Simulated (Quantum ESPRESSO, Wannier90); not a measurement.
## Wannierisation of ZnSnO3 (R3c)

Materials Project entry mp-13334; symmetrised, unrelaxed at this level. Not found in the COD (Crystallography Open Database) copy used; not checked further. Level: PBEsol, no spin polarisation, no spin-orbit coupling; pw.x of Quantum ESPRESSO at 68 Ry with PseudoDojo potentials, 4×4×4 k-points, Wannier90. Density: 8×8×8 mesh, Gaussian smearing 0.01 Ry. Spin-orbit coupling is left out although heavy elements are present.

```
begin unit_cell_cart
ang
   -2.6754450708    4.6340067955    0.0000000000
   -5.3508901417    0.0000000000    0.0000000000
   -2.6754450708    1.5446689318    4.7414830000
end unit_cell_cart
mp_grid = 4 4 4
```

Which shells of neighbouring k-points and which b-vectors and weights does Wannier90 pick for this cell and mesh?


```
 *---------------------------------- K-MESH ----------------------------------*
 +----------------------------------------------------------------------------+
 |                    Distance to Nearest-Neighbour Shells                    |
 |                    ------------------------------------                    |
 |          Shell             Distance (Ang^-1)          Multiplicity         |
 |          -----             -----------------          ------------         |
 |             1                   0.331288                      2            |
 |             2                   0.356506                      6            |
 |             3                   0.404574                      6            |
 |             4                   0.556791                      6            |
 |             5                   0.587116                      6            |
 |             6                   0.647895                      6            |
 |             7                   0.662576                      2            |
 |             8                   0.674134                     12            |
       ... (lines left out)
 +----------------------------------------------------------------------------+
 | The b-vectors are chosen automatically                                     |
 | The following shells are used:                       1,  2                 |
 +----------------------------------------------------------------------------+
 |                        Shell   # Nearest-Neighbours                        |
 |                        -----   --------------------                        |
 |                          1               2                                 |
 |                          2               6                                 |
 +----------------------------------------------------------------------------+
 | Completeness relation is fully satisfied [Eq. (B1), PRB 56, 12847 (1997)]  |
 +----------------------------------------------------------------------------+
 |                  b_k Vectors (Ang^-1) and Weights (Ang^2)                  |
 |                  ----------------------------------------                  |
 |            No.         b_k(x)      b_k(y)      b_k(z)        w_b           |
 |            ---        --------------------------------     --------        |
 |             1         0.000000    0.000000    0.331288     3.588727        |
 |             2         0.000000    0.000000   -0.331288     3.588727        |
 |             3        -0.293558   -0.169486   -0.110429     2.901031        |
 |             4         0.000000    0.338972   -0.110429     2.901031        |
 |             5        -0.293558    0.169486    0.110429     2.901031        |
 |             6         0.293558    0.169486    0.110429     2.901031        |
 |             7         0.000000   -0.338972    0.110429     2.901031        |
 |             8         0.293558   -0.169486   -0.110429     2.901031        |
```
